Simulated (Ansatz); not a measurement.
Method: PBE+U (U_eff = 6 eV on X's open shell), scalar-relativistic; collinear spin; PAW, 420 eV, Γ-centred 8×8×8 mesh, 0.05 eV Gaussian smearing; code Ansatz. The datasets are Ansatz's generated set soft_2.

A compound XN has these computed properties.

| Item | Value |
| --- | --- |
| Space group | F-43m (No. 216) |
| Conventional cell | a = 5.162 Å, b = 5.162 Å, c = 5.162 Å, α = 90.00°, β = 90.00°, γ = 90.00° |
| Volume | 17.20 Å³/atom |
| Band gap | 1.21 eV |
| Smallest direct gap | 1.24 eV (over both spins) |
| Magnetic state | ferromagnetic |
| Site spin moments | X 0.98 μB |
| Spin moment of the cell | 1.00 μB |
| Bader charges | X 1.81; N -1.81 e |
| f electrons (orthogonalised atomic orbitals) | X 13.01 |
| Bulk modulus (Birch–Murnaghan) | 121 GPa |
| Pressure derivative B0′ | 3.9 |
| Shear modulus (Hill) | 37 GPa |
| Young's modulus | 102 GPa |
| Poisson's ratio | 0.36 |
| Elastically stable | yes |

The electronic state has lower symmetry than the lattice and leaves a non-hydrostatic stress of up to 0.3 GPa in this cell.

Sites: X on 4a, N on 4d.

Problem. Which element is X?
A. Er
B. Tm
C. Yb
D. Lu

Solution. C. X is Yb, so the compound is YbN.

The start was a prototype's sites filled with these elements. The Crystallography Open Database lists the compound in space group Fm-3m (rock salt), so this is a trial structure.

With a Hubbard U or exact exchange the result depends on the state in which the open shell ends, and a lower one can't be excluded. No spin–orbit coupling, a notable omission for heavy elements. The order of the orbitals lowers the symmetry, along an axis that is one of several equivalent ones. Site moments are of spin, integrated over atomic spheres.
